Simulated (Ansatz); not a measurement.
Mo2C (space group Pbcn)

Space group Pbcn (No. 60); a = 4.7050 Å, b = 6.0100 Å, c = 5.1764 Å, α = β = γ = 90.00°

| atom | site | symmetry | x | y | z |
|---|---|---|---|---|---|
| Mo | 8d | 1 | 0.2541 | 0.3775 | 0.0797 |
| C | 4c | .2. | 0.0000 | 0.6228 | 0.2500 |

The volume is varied about the relaxed value V₀ at fixed cell shape. The atoms relax within the cell's symmetry.

Computed with PBEsol (plane waves to 420 eV, PAW, scalar-relativistic; Ansatz, a program for electronic structure). k mesh 8×6×7 (Γ-centred), Fermi-Dirac smearing 0.05 eV. Energies are smeared free energies. Stress and pressure are positive under compression. Mo2C is run without spin polarisation. Mo2C was relaxed with its symmetry unable to fall. ΔE is measured from the relaxed starting cell.

```json
[
 {"V (Å³/atom)": "10.246", "ΔE (kJ/mol of atoms)": "40.4", "P (GPa)": "80.0"},
 {"V (Å³/atom)": "10.571", "ΔE (kJ/mol of atoms)": "___", "P (GPa)": "___"},
 {"V (Å³/atom)": "10.896", "ΔE (kJ/mol of atoms)": "16.1", "P (GPa)": "45.5"},
 {"V (Å³/atom)": "11.222", "ΔE (kJ/mol of atoms)": "8.6", "P (GPa)": "31.5"},
 {"V (Å³/atom)": "11.547", "ΔE (kJ/mol of atoms)": "3.6", "P (GPa)": "19.5"},
 {"V (Å³/atom)": "11.872", "ΔE (kJ/mol of atoms)": "0.9", "P (GPa)": "9.1"},
 {"V (Å³/atom)": "12.198", "ΔE (kJ/mol of atoms)": "0.0", "P (GPa)": "0.0"},
 {"V (Å³/atom)": "12.523", "ΔE (kJ/mol of atoms)": "0.8", "P (GPa)": "-7.8"},
 {"V (Å³/atom)": "12.848", "ΔE (kJ/mol of atoms)": "3.0", "P (GPa)": "___"},
 {"V (Å³/atom)": "13.173", "ΔE (kJ/mol of atoms)": "6.4", "P (GPa)": "-20.3"},
 {"V (Å³/atom)": "13.499", "ΔE (kJ/mol of atoms)": "10.9", "P (GPa)": "-25.1"},
 {"V (Å³/atom)": "13.824", "ΔE (kJ/mol of atoms)": "16.2", "P (GPa)": "-29.0"},
 {"V (Å³/atom)": "14.149", "ΔE (kJ/mol of atoms)": "22.2", "P (GPa)": "-31.9"}
]
```

### Question
Fill in the missing entries.

### Answer

- 10.571, ΔE (kJ/mol of atoms): 26.5
- 10.571, P (GPa): 61.5
- 12.848, P (GPa): -14.5

(A scan under strain: stresses follow from slopes of the energy per volume, elastic moduli from its curvatures.)
